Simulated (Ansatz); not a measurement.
TiAl (CuAu type, space group P4/mmm)

```yaml
crystal:
  lattice:
    - [2.81288, 0.00000, 0.00000]
    - [0.00000, 2.81288, 0.00000]
    - [0.00000, 0.00000, 4.05874]
  atoms:
    - { symbol: Al, position: [0.50000, 0.50000, 0.50000] }
    - { symbol: Ti, position: [0.00000, 0.00000, 0.00000] }
```

Two coordinates are scanned: the volume, and the ratio of the stretch along z (the conventional c axis) to the stretch across it. Atoms keep their fractional coordinates.

Level of theory: r2SCAN (plane waves to 500 eV, PAW, scalar-relativistic; Ansatz, an electronic-structure program). k mesh 16×16×12 (Γ-centred), Fermi-Dirac smearing 0.05 eV. Stress and pressure are positive under compression. With partly filled bands, the response to shear is sensitive to the k mesh, so small differences along c/a are uncertain. The PAW data are Ansatz's earlier set. TiAl is run without spin polarisation. TiAl was relaxed with its symmetry unable to fall.

At one point of the scan the stress tensor (GPa) is:

```
    6.1      0.0      0.0
    0.0      6.1      0.0
    0.0      0.0      9.6
```

Problem. Which point is it?
A. V/V₀ = 0.973, (c/a)/(c/a)₀ = 1.013
B. V/V₀ = 0.947, (c/a)/(c/a)₀ = 0.960
C. V/V₀ = 0.947, (c/a)/(c/a)₀ = 1.027
D. V/V₀ = 0.947, (c/a)/(c/a)₀ = 1.013

Solution. B, V/V₀ = 0.947, (c/a)/(c/a)₀ = 0.960

(A scan under strain: stresses follow from slopes of the energy per volume, elastic moduli from its curvatures.)
